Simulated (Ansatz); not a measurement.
The elements of this relaxed trial crystal are hidden behind letters.

```
lattice vectors (Å)
   4.2655    0.0000    0.0000
  -2.1327    3.6940    0.0000
   0.0000    0.0000   20.8664
fractional positions
X 0.3333 0.6667 0.0013
X 0.0000 0.0000 0.1664
X 0.6667 0.3333 0.3315
X 0.3333 0.6667 0.4964
X 0.6667 0.3333 0.8361
Z 0.0000 0.0000 0.6682
Q 0.3333 0.6667 0.1257
Q 0.0000 0.0000 0.2908
Q 0.6667 0.3333 0.4560
Q 0.3333 0.6667 0.6207
Q 0.0000 0.0000 0.7963
Q 0.6667 0.3333 0.9606
```

Method: Ansatz 0.2.0, DFT PBE, scalar-relativistic, plane waves, PAW. Cutoff 420 eV, Γ-centred 6×6×2 mesh (12-atom cell), Gaussian smearing of 0.02 eV, no spin polarisation.

- Space group: P3m1 (No. 156)
- Conventional cell: a = 4.265 Å, c = 20.866 Å
- Volume per atom: 27.40 Å³
- Density: 3.57 g/cm³
- Energy over the elements: −1.149 eV/atom
- Gap on the 6×6×2 mesh of the 12-atom cell: 1.68 eV

Energies are uncorrected and count from the elements' standard states at the same level.

Problem. X is an s-block element of period 3, Z is a d-block element of period 5 and Q is a p-block element of period 4. Which elements are they?

Solution. X = Mg, Z = Cd, Q = Se, so the formula is Mg5CdSe6. Density times volume gives a mean mass of 3.57 × 27.40/1.6605 = 58.9 u per atom, and this set has 59.0 u. Mg on its first site is surrounded by 4 Se at 2.60 Å; around Cd lie 4 Se at 2.65–2.67 Å; Se on its first site has 4 Mg at 2.60 Å; 9 more sites not described. Other sets within the hints have nearly the same mass, so mass alone doesn't settle it; this one was computed.

Kohn–Sham gaps at this level usually fall short of measured ones. A later test with randomly moved atoms came back to the same energy, though modes that don't fit the test's cell weren't probed.
